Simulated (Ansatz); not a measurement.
**Pressure series of BaZrO$_{3}$ (Pm-3m)**

```
CELL_PARAMETERS angstrom
4.20517 0.00000 0.00000
0.00000 4.20517 0.00000
0.00000 0.00000 4.20517
ATOMIC_POSITIONS crystal
Ba 0.00000 0.00000 0.00000
Zr 0.50000 0.50000 0.50000
O 0.00000 0.50000 0.50000
O 0.50000 0.00000 0.50000
O 0.50000 0.50000 0.00000
```

This is the zero-pressure cell under r²SCAN. Cell and atoms are relaxed by PAW (default files of Ansatz 0.2.0, cutoff 500 eV, stress met within about 0.05 GPa) at each pressure, in this structure whether or not another phase would take over; P is the pressure reached, less that of this cell. Levels come from r²SCAN, PAW on Ansatz 0.2.0's default frozen-core files (fitted under PBE), scalar-relativistic; k mesh 6×6×6, fixed occupations, cutoff 500 eV. Conduction levels are in eV over the valence top (at R), at fixed fractional wave vectors.

```csv
P (GPa),V/V₀,Γ,X,M,R
-2.01,1.0127,3.698,4.048,6.077,6.605
0.00,1.0000,3.732,4.091,6.164,6.659
1.99,0.9882,3.763,4.131,6.247,6.710
4.02,0.9769,3.793,4.169,6.326,6.760
7.02,?,?,?,?,?
9.98,0.9471,3.871,4.271,6.543,6.895
15.00,0.9254,3.927,4.345,6.708,6.998
```

Q: Fit the third-order Birch-Murnaghan equation to the rows shown.

A: With f = [(V₀/V)^(2/3) − 1]/2, the normalised pressure F = P/[3f(1 + 2f)^(5/2)] is 162.8 GPa at f = -0.0042, 163.6 GPa at f = 0.0040, 164.0 GPa at f = 0.0079, 164.9 GPa at f = 0.0184, 165.5 GPa at f = 0.0265. The line F = B₀[1 + (3/2)(B′ − 4)f] gives B₀ = 163.2 GPa and B′ = 4.4.

Q: What are the volume deformation potentials and pressure coefficients of these levels at zero pressure?

A: 

```csv
level,dE/dlnV (eV),dE/dP = −(dE/dlnV)/B₀ (meV/GPa),mean slope up to 2.0 GPa (meV/GPa)
Γ,-2.64,16.2,15.7
X,-3.38,20.7,20.1
M,-6.89,42.2,41.2
R,-4.27,26.1,25.6
```

dE/dlnV is the slope of a cubic fit in ln V at V₀. The last column is read from two rows and shows how the slope bends with pressure.

Q: Fill the row at 7.02 GPa.

A: The fits give V/V₀ = 0.9613 and Γ = 3.834 eV. Computed: V/V₀ = 0.9613, Γ = 3.834, X = 4.222, M = 6.439, R = 6.830.

Limits of these numbers: no other phase was computed; many crystals of this kind change structure within this range, and rows or crossings beyond such a change describe a metastable lattice; frozen-core PAW files fitted under PBE, their cores solved anew for the functional of the run; no spin-orbit coupling on heavy atoms; semilocal gaps are low, and the spacing of valleys can be off by tenths of an eV; levels are read at fixed fractional k, so an edge that moves off these points is missed.
